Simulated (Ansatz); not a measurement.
Hf (hcp (Mg type), space group No. 194), a = b = 3.1604 Å, c = 4.9956 Å, α = β = 90.00°, γ = 120.00°.

Relaxed with PBEsol.

Task: Decompose the optical modes at the zone centre into irreducible representations, and say which are infrared and Raman allowed.

Result: Point group 6/mmm: Γ_opt = B1g + E2g. Infrared: none. Raman: E2g.

Task: Assign frequencies (DFPT, DFT-PBEsol in the program Ansatz with PAW potentials).

Result: E2g 75, B1g 111 cm⁻¹.

Subscripts of B labels follow the axes of the standard setting.

Space group P6_3/mmc (hcp (Mg type)). Symmetry was held in the PBEsol relaxation; of distortions, only those at the zone centre were tested. The run is not spin-polarised. As this level gives no gap, phonon frequencies hold no LO–TO term and depend on the k-mesh and smearing (Fermi–Dirac, 0.1 eV here). Axis ratios of metals converge slowly with the k-mesh, so a and c are less sure than the volume. Spin–orbit coupling is left out wherever it is not named.

Potentials: the earlier of the program's two PAW sets.
